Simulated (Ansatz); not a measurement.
Ga$_{2}$Se$_{3}$ (space group Cc)

```xyz
10
Lattice="3.3248 -5.8246 0.0000 3.3248 5.8246 0.0000 -2.1436 0.0000 6.2817" Properties=species:S:1:pos:R:3 pbc="T T T"
Ga     2.4437    -2.9287     3.1721
Ga     3.5155     2.9287     0.0313
Ga     2.2507     0.9987     3.1484
Ga     3.3225    -0.9987     0.0076
Se     2.5569     0.9073     5.5856
Se     3.6287    -0.9073     2.4447
Se     0.0870     0.9591     2.2505
Se    -0.9848    -0.9591     5.3913
Se     3.4121     3.0621     2.4747
Se     2.3403    -3.0621     5.6155
```

E(V) scan at fixed shape, V₀ the volume above. The atoms relax within the cell's symmetry.

Calculation: PBEsol (plane waves to 420 eV, PAW, scalar-relativistic; Ansatz, an electronic-structure program). k mesh 6×6×6 (Γ-centred), Fermi-Dirac smearing 0.05 eV. Energies are smeared free energies. With the shape held, the modulus is that of even scaling; a crystal free to change shape is softer. Ga2Se3 was relaxed with its symmetry unable to fall. ΔE is measured from the relaxed starting cell.

| V (Å³/atom) | ΔE (meV/atom) |
|---|---|
| 21.897 | 32.7 |
| 22.505 | 17.3 |
| 23.113 | 7.2 |
| 23.721 | 1.7 |
| 24.329 | 0.0 |
| 24.938 | 1.5 |
| 25.546 | 5.8 |
| 26.154 | 12.3 |
| 26.762 | 20.9 |

**Question.** What is the fitted pressure derivative B₀′?

**Answer.** 5.7.

**Question.** What bulk modulus at fixed cell shape B₀ follows from a third-order Birch-Murnaghan fit?

**Answer.** 34.0 GPa. Check by three points about V = 24.329 Å³/atom, step 0.608: d²E/dV² ≈ (1.7 − 2·0.0 + 1.5) meV / 0.608² = 0.00865 eV/Å⁶, and V·d²E/dV² × 160.2 = 33.7 GPa.

(Under strain, the slope of the energy per volume gives the stress and its curvature an elastic modulus.)
